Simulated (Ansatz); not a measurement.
## Elastic constants of YCu (Pm-3m), step by step

```yaml
crystal:
  lattice:
    - [3.42524, 0.00000, 0.00000]
    - [0.00000, 3.42524, 0.00000]
    - [0.00000, 0.00000, 3.42524]
  atoms:
    - { symbol: Y, position: [0.00000, 0.00000, 0.00000] }
    - { symbol: Cu, position: [0.50000, 0.50000, 0.50000] }
```

Level of theory, where no other is named: PBEsol, all-electron LAPW in Ansatz 0.2.0, scalar-relativistic. k mesh 14×14×14, Fermi-Dirac smearing of 0.100 eV, basis error target 1 meV/atom. The cell was relaxed by PAW under this functional. The structure is one entry of a database and needn't be the stable phase.

The cell is cubic and carries a residual pressure of 0.01 GPa at this level. Each strain component that symmetry leaves independent is applied at ±0.005, the ions relax wherever a strain frees them, and the stress (tension positive, GPa) is read. Shears are engineering strains, γ = 2ε.

```csv
strain,size,σxx,σyy,σzz,σyz,σxz,σxy
xx,-0.005,-0.6219,-0.2878,-0.2878,0.0000,0.0000,0.0000
xx,+0.005,0.6004,0.2687,0.2687,0.0000,0.0000,0.0000
yz,-0.005,-0.0075,-0.0067,-0.0067,-0.1976,0.0000,0.0000
yz,+0.005,-0.0075,-0.0067,-0.0067,0.1976,0.0000,0.0000
```

A central difference gives one constant, for example C11 ≈ (0.6004 − (-0.6219))/(0.01) = 122.2 GPa; the program then imposes the crystal's symmetry on the whole matrix.

Q: What are the independent elastic constants?

A: C11 = 122.2, C12 = 55.7, C44 = 39.5 GPa.

Q: Do they meet the Born conditions?

A: C11 − C12 = 66.6, C11 + 2C12 = 233.5 and C44 = 39.5 GPa must all be positive, so the crystal is elastically stable; that says nothing yet of its phonons.

Q: What moduli does a random aggregate of grains have?

A: B = (C11 + 2C12)/3 = 77.8 GPa. G_V = (C11 − C12 + 3C44)/5 = 37.0 and G_R = 5(C11 − C12)C44/(4C44 + 3(C11 − C12)) = 36.8, so G_H = 36.9 GPa. Then E = 9BG/(3B + G) = 95.6 GPa, ν = (3B − 2G)/(6B + 2G) = 0.295 and B/G = 2.11, on the ductile side of Pugh's 1.75 (a rule of thumb).

Q: With the density of 6.300 g/cm³, how fast does sound travel, and what Debye temperature follows?

A: 

```
direction  slow (m/s)  middle (m/s)  fast (m/s)
    [100]        2505          2505        4405
    [110]        2299          2505        4516
    [111]        2369          2369        4552
```

The mean of v⁻³ over directions and branches gives v_m = 2700 m/s and θ_D = (ħ/k_B) v_m (6π²n)^(1/3) = 296 K, n being atoms per volume. Young's modulus spans 87 to 101 GPa over directions, and the universal anisotropy index is 0.04.

Q: How far do the constants move if PAW replaces LAPW in the same cell?

A: 

| constant | LAPW (GPa) | PAW (GPa) | difference |
| --- | --- | --- | --- |
| C11 | 122.2 | 122.2 | 0.0 |
| C12 | 55.7 | 55.7 | 0.0 |
| C44 | 39.5 | 39.5 | 0.0 |

Q: What happens at 30 GPa (cell relaxed there)?

A: The volume falls to 0.7876 of its value, and C11 = 215.2, C12 = 168.6, C44 = 75.3 GPa (slopes of the stress), in this structure whether or not another phase takes over.

Caveats: responses of metals move with mesh and smearing; the frozen-core PAW files of the compared runs were fitted under PBE, their cores solved anew for this functional.
